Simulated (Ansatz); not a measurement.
The start is a generated trial cell of Si2W in the CrSi2 structure type. A full variable-cell relaxation at zero pressure is run with r2SCAN (plane waves to 500 eV, PAW, scalar-relativistic; Ansatz, a first-principles code). The first steps use a coarse 6×6×4 k-mesh.

Starting cell:
```yaml
crystal:
  lattice:
    - [4.66068, 0.00000, 0.00000]
    - [-2.33034, 4.03627, 0.00000]
    - [0.00000, 0.00000, 6.70331]
  atoms:
    - { symbol: W, position: [0.50000, 0.00000, 0.00000] }
    - { symbol: W, position: [0.50000, 0.50000, 0.33333] }
    - { symbol: W, position: [0.00000, 0.50000, 0.66667] }
    - { symbol: Si, position: [0.16559, 0.33118, 0.00000] }
    - { symbol: Si, position: [0.83441, 0.16559, 0.33333] }
    - { symbol: Si, position: [0.66882, 0.83441, 0.66667] }
    - { symbol: Si, position: [0.83441, 0.66882, 0.00000] }
    - { symbol: Si, position: [0.16559, 0.83441, 0.33333] }
    - { symbol: Si, position: [0.33118, 0.16559, 0.66667] }
```

| Property | Value |
|---|---|
| Initial pressure | -10.2 GPa (negative: the cell is under tension) |
| Outcome | The space group stays P6₂22 (No. 180) (the run could not lower it); the end is AFLOW prototype AB2_hP9_180_d_j (C40, as in CrSi2), with 9 atoms in the primitive cell |
| Energy released | 0.02 eV/atom |
| Optimiser moves | 4 |

Final structure:

```cif
data_Si6W3
_chemical_formula_sum 'W3 Si6'
_space_group_name_H-M_alt 'P6222'
_space_group_IT_number 180
_space_group_name_Hall 'P 62 2 (0 0 4)'
_cell_length_a 4.58054
_cell_length_b 4.58054
_cell_length_c 6.61114
_cell_angle_alpha 90.000
_cell_angle_beta 90.000
_cell_angle_gamma 120.000
loop_
_atom_site_label
_atom_site_type_symbol
_atom_site_symmetry_multiplicity
_atom_site_Wyckoff_symbol
_atom_site_fract_x
_atom_site_fract_y
_atom_site_fract_z
_atom_site_occupancy
W1 W 3 c 0.50000 0.00000 0.00000 1
Si1 Si 6 i 0.16357 0.32714 0.00000 1
```

Final values are on a 8×8×5 k-mesh of the relaxed cell. No spin polarisation in the result.

The run could not lose the symmetry of its start; a randomly shaken copy of 9 atoms returns to this structure.

The first start was generated by placing the elements on the sites of a structure type. Materials Project lists a structure of Si2W in the same space group, P6₂22 (No. 180); the sites were not compared with it, nor with measured phases. Known forms of Si2W include space group No. 139.
